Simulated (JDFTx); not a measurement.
TiTe2 monolayer taken from bulk TiTe2 (space group P-3m1, lattice of the Materials Project entry mp-1907, not re-optimised): 3 atoms in 3 planes, a 1x1 cell of 12.67 Å² (|a| = 3.824, |b| = 3.824 Å), 3.4 Å between the outermost planes, Te outermost, cell height 19.4 Å, 6×6×1 k mesh, Fermi smearing 0.01 Ha, no spin polarisation. Whether this polymorph is the ambient one wasn't checked. A free-standing single layer at the bulk's in-plane lattice is a model cell. Neither spin polarisation nor a larger cell was tried.

Computed with JDFTx (a modified build): PBE, GBRV ultrasoft potentials, plane waves to 20/100 Ha. Liquid: soft-sphere model, water, 1 M NaF. The neutral cell holds 24 valence electrons and has two faces of 12.665 Å² each. Last filling lines of the neutral and of a charged run (μ in hartree, zero in the bulk liquid):

```
FillingsUpdate:  mu: -0.165263998  nElectrons: 24.000000
FillingsUpdate:  mu: -0.142955000  nElectrons: 24.148496
```

Working it through: both potentials, by the convention U = −μ/e − 4.44 V vs SHE, the surface charge density and the mean capacitance.

U_pzc = 0.16526 × 27.2114 − 4.44 = 0.06 V; U = 0.14295 × 27.2114 − 4.44 = -0.55 V. The cell has 0.1485 excess electrons, a net charge of -0.1485 e, shared by two faces: σ = -0.1485 e / (2 × 12.665 Å²) = -0.00586 e/Å² = -9.4 μC/cm² (1 e/Å² = 1602.18 μC/cm²). C = σ/(U − U_pzc) = -9.4/-0.61 ≈ 15 μF/cm².
